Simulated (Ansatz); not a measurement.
NbNO:
Space group Pca2₁ (No. 29); a = 5.1235 Å, b = 4.8567 Å, c = 4.9647 Å, α = β = γ = 90.00°

```tsv
atom	site	symmetry	x	y	z
Nb	4a	1	0.0280	0.2830	0.2392
O	4a	1	0.3741	0.0665	0.1213
N	4a	1	0.2695	0.5394	0.4955
```

Relaxed with PBEsol.

**Question.** Which orbitals make up the states near the band edges in PBEsol (plane waves, PAW; program Ansatz)?

**Answer.** Top 1 eV of the valence band: N 2p 54 %, O 2p 29 %, Nb 4d 12 %. Bottom 1 eV of the conduction band: Nb 4d 83 %, N 2p 7 %, O 2p 6 %. Projections are on Löwdin-orthogonalised atomic valence shells; empty p or d shells of many metals are not among them.

**Question.** Tabulate the density of states.

**Answer.** States/eV per cell of 12 atoms, in 0.25 eV bins, energy from the valence-band maximum.

```csv
E (eV),total,Nb 4d,O 2p,N 2p
-7.85,0.00,0.00,0.00,0.00
-7.60,0.00,0.00,0.00,0.00
-7.35,0.00,0.00,0.00,0.00
-7.10,0.00,0.00,0.00,0.00
-6.85,0.00,0.00,0.00,0.00
-6.60,0.01,0.00,0.00,0.00
-6.35,1.08,0.38,0.32,0.31
-6.10,4.88,1.67,1.44,1.46
-5.85,7.00,2.44,2.22,1.97
-5.60,10.96,3.88,3.96,2.70
-5.35,12.13,4.23,4.61,2.85
-5.10,6.49,2.18,2.48,1.57
-4.85,8.62,2.63,3.37,2.20
-4.60,8.57,2.30,3.61,2.13
-4.35,4.91,1.21,2.15,1.22
-4.10,6.02,1.34,2.58,1.67
-3.85,6.91,1.53,2.95,1.97
-3.60,7.25,1.73,2.79,2.30
-3.35,7.83,1.82,3.29,2.30
-3.10,6.95,1.61,2.94,2.02
-2.85,8.92,1.84,3.74,2.87
-2.60,9.41,1.84,4.11,3.01
-2.35,8.60,1.61,3.86,2.77
-2.10,8.78,1.53,3.88,2.99
-1.85,7.36,1.25,3.21,2.58
-1.60,7.45,1.15,3.51,2.47
-1.35,7.95,1.05,4.10,2.49
-1.10,7.95,0.94,3.86,2.85
-0.85,7.81,0.83,3.19,3.46
-0.60,7.52,0.80,2.16,4.22
-0.35,8.80,1.29,1.85,5.32
-0.10,1.89,0.31,0.36,1.15
0.15,0.00,0.00,0.00,0.00
0.40,0.00,0.00,0.00,0.00
0.65,0.00,0.00,0.00,0.00
0.90,0.00,0.00,0.00,0.00
1.15,0.00,0.00,0.00,0.00
1.40,0.06,0.05,0.00,0.01
1.65,0.44,0.37,0.02,0.04
1.90,2.64,2.23,0.12,0.17
2.15,6.00,4.98,0.38,0.40
2.40,9.84,7.93,0.79,0.66
2.65,8.67,6.84,0.80,0.63
2.90,6.66,5.08,0.63,0.58
3.15,5.84,4.31,0.51,0.65
3.40,7.74,5.55,0.83,0.83
3.65,7.33,5.03,0.84,0.91
3.90,3.72,2.43,0.36,0.63
4.15,3.32,2.05,0.28,0.67
4.40,1.55,0.91,0.11,0.32
4.65,8.40,5.47,0.57,0.67
4.90,9.65,6.17,0.84,0.86
5.15,7.43,4.57,0.69,0.95
5.40,6.01,3.59,0.53,0.91
5.65,2.45,1.45,0.22,0.43
5.90,3.64,2.14,0.34,0.69
6.15,7.36,4.13,0.60,1.73
```

Space group Pca2_1. The start of the workflow was typed in or built on a structure type; neither database checked (COD, Materials Project) lists it. COD files the formula under space group No. 14. Whether it is the stable phase at ambient conditions was not checked. The cell was relaxed with PBEsol under the symmetry of its start; whether a distortion lowers the energy is not shown. The workflow began spin-polarised and lost its moments. Scalar-relativistic: spin–orbit coupling is off unless named, which matters more the heavier the elements.

Potentials: the earlier of the program's two PAW sets. The files were generated under PBE; for other functionals the program regenerates the frozen cores, and for LDA and PBEsol the local potential too.
